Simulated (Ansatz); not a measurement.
## Comparing deformations in Ca

The calculation used DFT r2SCAN, scalar-relativistic, plane waves, PAW in Ansatz. Settings: plane waves to 500 eV, k-mesh 16×16×16 (Γ-centred), Gaussian smearing 0.15 eV. No spin polarisation. Energies are free energies at this smearing, counted from the undisturbed cell; pressure is positive in compression.

Zero of the scan (as given, not relaxed at this level; it stands at -0.6 GPa; this bcc form isn't the usual structure):

```yaml
crystal:
  lattice:
    - [-2.24000, 2.24000, 2.24000]
    - [2.24000, -2.24000, 2.24000]
    - [2.24000, 2.24000, -2.24000]
  atoms:
    - { symbol: Ca, position: [0.00000, 0.00000, 0.00000] }
```

The cell is strained by ε times a Voigt pattern (xx, yy, zz, yz, xz, xy; engineering shear) with fractional coordinates fixed. τ = (1/V0) dE/dε comes from the stress tensor. Of each scan, only the three points used here are listed.

| pattern | ε | τ (GPa) |
| --- | --- | --- |
| (0, 0, 1, 0, 0, 0) | -0.0100 | 0.465 |
| (0, 0, 1, 0, 0, 0) | 0.0000 | 0.630 |
| (0, 0, 1, 0, 0, 0) | 0.0100 | 0.787 |
| (1, 1, 0, 0, 0, 0) | -0.0050 | 0.93 |
| (1, 1, 0, 0, 0, 0) | 0.0000 | 1.26 |
| (1, 1, 0, 0, 0, 0) | 0.0050 | 1.58 |
| (0, 1, 0, 0, 0, 0) | -0.0100 | 0.465 |
| (0, 1, 0, 0, 0, 0) | 0.0000 | 0.630 |
| (0, 1, 0, 0, 0, 0) | 0.0100 | 0.787 |

**Question.** Which constants do the scans give, and which deformation costs least for the same size of strain tensor?

**Answer.** The slope dτ/dε at zero (parabola through three points) is pᵀCp: (0, 0, 1, 0, 0, 0) gives C11 = 16.1 GPa; (1, 1, 0, 0, 0, 0) gives 2(C11 + C12) = 65 GPa; (0, 1, 0, 0, 0, 0) gives C11 = 16.1 GPa. The size of the strain tensor, ε:ε, is ε² times 1.0, 2.0, 1.0. Per unit of it the stiffnesses are 16.1, 32, 16.1 GPa, so (0, 0, 1, 0, 0, 0) is the softest of these, level with (0, 1, 0, 0, 0, 0) (alike by symmetry): at ε:ε = (1 %)² the quadratic term costs 0.23 meV/atom against 0.45 for the stiffest. The starting stress shifts them by about its own size.

In a metal these slopes depend on the k mesh and the smearing.